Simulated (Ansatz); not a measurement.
Relaxed Mo (bcc, W type):

```
Mo
1.0
   -3.16077     3.16077     3.16077
    0.00000     0.00000     3.16077
    0.00000     3.16077     0.00000
Mo
2
Cartesian
  0.00000   0.00000   0.00000
 -1.58038   1.58038   1.58038
```

A phonon eigenvector at H = (0.5, 0.5, 0.5) is frozen into this cell: atom i moves by Q times the vector below, so Q is the largest atomic displacement, in Å. The cell is held. It is one choice among 3 degenerate patterns. (q is in reciprocal vectors of the primitive cell; the cell shown is doubled to hold the pattern.)

```json
[
 {"atom": "Mo1", "x": "0.000", "y": "0.000", "z": "-1.000"},
 {"atom": "Mo2", "x": "0.000", "y": "0.000", "z": "1.000"}
]
```

All values below come from PBE (plane waves to 420 eV, PAW, scalar-relativistic; Ansatz, a quantum-chemistry and plane-wave program). k mesh 21×21×21 (Γ-centred), Fermi-Dirac smearing 0.05 eV. E stands for the smeared free energy. Stress and pressure are positive under compression. With partly filled bands, energies and forces of such displacements shift with the k mesh and the smearing. Mo is run without spin polarisation. Mo was relaxed with its symmetry unable to fall. The PAW data are Ansatz's earlier set. The zero of ΔE is the undisplaced structure.

| Q (Å) | ΔE (eV/cell) | P (GPa) | −dE/dQ from forces (eV/Å) |
|---|---|---|---|
| -0.280 | 1.090 | 20.4 | 7.631 |
| -0.233 | 0.761 | 14.7 | 6.491 |
| -0.187 | 0.480 | 9.6 | 5.519 |
| -0.140 | 0.254 | 5.4 | 4.103 |
| -0.093 | 0.101 | 2.3 | 2.461 |
| -0.047 | 0.021 | 0.6 | 1.000 |
| 0.000 | 0.000 | 0.0 | 0.000 |
| 0.047 | 0.021 | 0.6 | -1.000 |
| 0.093 | 0.101 | 2.3 | -2.461 |
| 0.140 | 0.254 | 5.4 | -4.103 |
| 0.187 | 0.480 | 9.6 | -5.519 |
| 0.233 | 0.761 | 14.7 | -6.491 |
| 0.280 | 1.090 | 20.4 | -7.631 |

Key numbers:

* **Energy at Q = 0.280 Å**: 1090 meV/cell
* **Space group of the distorted cell**: P4/nmm (No. 129), lowered from Im-3m
* **Symmetry of the curve**: even: the same for both signs
* **Shape of the curve**: a single well with its minimum at or next to zero displacement

(A displaced cell: forces are minus the slopes of the energy, force constants its curvatures, and phonons follow from these.)
